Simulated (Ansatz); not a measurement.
CoC:
```
CELL_PARAMETERS angstrom
      4.03500     0.00000     0.00000
      0.00000     4.03500     0.00000
      0.00000     0.00000     4.03500
ATOMIC_POSITIONS crystal
  Co 0.07598 0.07598 0.07598
  Co 0.57598 0.42402 0.92402
  Co 0.92402 0.57598 0.42402
  Co 0.42402 0.92402 0.57598
  C  0.81116 0.81116 0.81116
  C  0.31116 0.68884 0.18884
  C  0.18884 0.31116 0.68884
  C  0.68884 0.18884 0.31116
```

Relaxed with PBEsol.

Decompose the optical modes at the zone centre into irreducible representations, and say which are infrared and Raman allowed.

Point group 23: Γ_opt = 2A + 2E + 5T. Infrared: T. Raman: A, E, T.

Assign frequencies (DFPT, the program Ansatz at the PBEsol level (PAW)).

A 211, T 230, E 258, T 323, T 449, E 452, T 537, A 676, T 756 cm⁻¹.

Space group P2_13. The start of the workflow was typed in or built on a structure type; neither database checked (COD, Materials Project) lists it. Whether it is the stable phase at ambient conditions was not checked. Symmetry was held in the PBEsol relaxation; whether a distortion lowers the energy is not shown. The workflow began spin-polarised and lost its moments. The volume moved by 39 % from the start of the relaxation. Its formation energy is positive at this level, so the cell may be metastable or incomplete. As this level gives no gap, phonon frequencies hold no LO–TO term and depend on the k-mesh and smearing (Fermi–Dirac, 0.1 eV here).

Potentials: the earlier of the program's two PAW sets. The files were generated under PBE; for other functionals the program regenerates the frozen cores, and for LDA and PBEsol the local potential too.
